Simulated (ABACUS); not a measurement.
Input and output of a self-consistent single point for CoSi2 (Fm-3m, 12 atoms in the cell; from Materials Project mp-2379, lattice scaled a little) (ABACUS).

Level of theory: PBE, numerical atomic orbitals SZP (confined pseudo-atomic orbitals with Gaussian additions; energy shift 0.003 Ry), PseudoDojo 0.5 standard norm-conserving PBE (tails mended) pseudopotentials in ABACUS.

```xyz
12
Lattice="5.3182 0.0000 0.0000 0.0000 5.3182 0.0000 0.0000 0.0000 5.3182" Properties=species:S:1:pos:R:3 pbc="T T T"
Co     0.0000     0.0000     0.0000
Co     0.0000     2.6591     2.6591
Co     2.6591     0.0000     2.6591
Co     2.6591     2.6591     0.0000
Si     1.3295     1.3295     3.9886
Si     1.3295     3.9886     3.9886
Si     1.3295     3.9886     1.3295
Si     1.3295     1.3295     1.3295
Si     3.9886     1.3295     1.3295
Si     3.9886     3.9886     1.3295
Si     3.9886     3.9886     3.9886
Si     3.9886     1.3295     3.9886
```

Reference input (self-consistent single point, DFT, PBE, numerical atomic orbitals SZP (confined pseudo-atomic orbitals with Gaussian additions; energy shift 0.003 Ry), PseudoDojo 0.5 standard norm-conserving PBE (tails mended) pseudopotentials): basis = SZP numerical atomic orbitals, energy shift 0.003 Ry; KPT = Gamma 4 4 4 0 0 0; basis_type = lcao; dft_functional = PBE; ecutwfc = 100 Ry; smearing_method = fd; smearing_sigma = 0.00734986 Ry; potentials = PseudoDojo 0.5 standard norm-conserving PBE (tails mended); symmetry = 1; symmetry_prec = 1e-05; ks_solver = genelpa; scf_nmax = 100. This run's input differs from it in these lines:

```diff
@@ -64,3 +64,3 @@
 Gamma
-4 4 4 0 0 0
+7 7 7 0 0 0
```

Output (repeated stretches shortened):

```
 SELF-CONSISTENT
 -------------------------------------------

                  longest orb rcut (Bohr) = 8.1
   longest nonlocal projector rcut (Bohr) = 1.94
                     search radius (Bohr) = 20.1

                          real space grid = [ 64, 64, 64 ]
                                 init_chg = atomic

 LCAO ALGORITHM --------------- ION=   1  ELEC=   1--------------------------------

 Density error is 0.0851558015021
 E_KohnSham     -1290.3543793417     -17556.1719983008
 E_Fermi        0.9309468159         12.6661812309

 LCAO ALGORITHM --------------- ION=   1  ELEC=   2--------------------------------

   [... lines left out ...]

   [... 8 blocks of this kind left out ...]

 LCAO ALGORITHM --------------- ION=   1  ELEC=  11--------------------------------

 Density error is 1.16505842646e-07
 E_KohnSham     -1291.9745122011     -17578.2150367051
 E_Fermi        0.9916529090         13.4921300006

 LCAO ALGORITHM --------------- ION=   1  ELEC=  12--------------------------------

 Density error is 6.38551442096e-08
 E_KohnSham     -1291.9745122010     -17578.2150367041
 E_KS(sigma->0) -1291.9686105202     -17578.1347402172
 E_entropy(-TS) -0.0118033616        -0.1605929738
 E_Fermi        0.9916528383         13.4921290390
 charge density convergence is achieved
 final etot is -17578.215037 eV
 EFERMI = 13.492129039 eV

 STATE ENERGY(eV) AND OCCUPATIONS    NSPIN == 1
   [... 58 lines left out ...]

 TOTAL-FORCE (eV/Angstrom)
                       Co1         0.0000000000         0.0000000000         0.0000000000
                       Co2         0.0000000000         0.0000000000         0.0000000000
                       Co3         0.0000000000         0.0000000000         0.0000000000
                       Co4         0.0000000000         0.0000000000         0.0000000000
                       Si1        -0.0000006556        -0.0000006556         0.0000006556
                       Si2        -0.0000006556         0.0000006556         0.0000006556
                       Si3        -0.0000006556         0.0000006556        -0.0000006556
   [... lines left out ...]

 TOTAL-STRESS (KBAR)
       118.2133421035        -0.0000000000        -0.0000000000
         0.0000000000       118.2133421035         0.0000000000
        -0.0000000000         0.0000000000       118.2133421035
 TOTAL-PRESSURE: 118.213342 KBAR

 --------------------------------------------
 !FINAL_ETOT_IS -17578.2150367041285790 eV
 --------------------------------------------
```

The run converged in 12 iterations. Against the reference run the free energy goes down by 1.4 meV/atom and the pressure goes from 11.62 to 11.82 GPa.

The atom-centred basis is finite, which shifts total energies and pressures against plane waves. The run has no spin polarisation, so moments on Co cannot form. A single-zeta basis is rough, for pressures and forces above all. This run is one point of a test of settings, so its values need not be converged; read them against the reference run alone. The structure comes from a collection of computed structures, made at another level of theory; the collection holds predicted forms beside known ones. Its lattice was then scaled.

Cost on one core: roughly 60 core-seconds.

The atomic orbitals were generated for these runs; they are not ABACUS's published sets and were checked against plane waves on a few crystals only.

“Tails mended”: in these copies of the files the far tail of each local potential was reset to the Coulomb form.
